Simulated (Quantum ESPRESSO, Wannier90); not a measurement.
LiF (rock salt): Wannier90 run

```xyz
2
Lattice="0.0000 2.0417 2.0417 2.0417 0.0000 2.0417 2.0417 2.0417 0.0000" Properties=species:S:1:pos:R:3 pbc="T T T"
Li     0.0000     0.0000     0.0000
F      2.0417     2.0417     2.0417
```

Structure: Materials Project mp-1138, symmetrised, not relaxed again. COD (Crystallography Open Database) has an entry of this formula and space group (matched by these alone). Level: PBEsol, no spin polarisation, no spin-orbit coupling; pw.x of Quantum ESPRESSO at 68 Ry with PseudoDojo potentials, 10×10×10 k-points, Wannier90. Density: 14×14×14 mesh, cold smearing 0.01 Ry.

Bands 2-5 form an isolated set from -19.69 to 0.00 eV relative to the valence-band maximum (on the path) and are turned into 4 Wannier functions by minimising the spread from the start: sp3 on F.

Centres (Cartesian, Å; one of the equivalent choices) and spreads:

| n | x | y | z | spread (Å²) | nearest atom |
|---|---|---|---|---|---|
| 1 | 2.210 | 2.210 | 2.210 | 0.457 | F2 |
| 2 | 2.210 | 1.873 | 1.873 | 0.457 | F2 |
| 3 | 1.873 | 2.210 | 1.873 | 0.457 | F2 |
| 4 | 1.873 | 1.873 | 2.210 | 0.457 | F2 |

Ω_I = 1.49 Å², Ω_total = 1.83 Å²; the interpolated bands follow pw.x to 0.4 meV rms on the path. It is the lowest total spread that any start reached here.
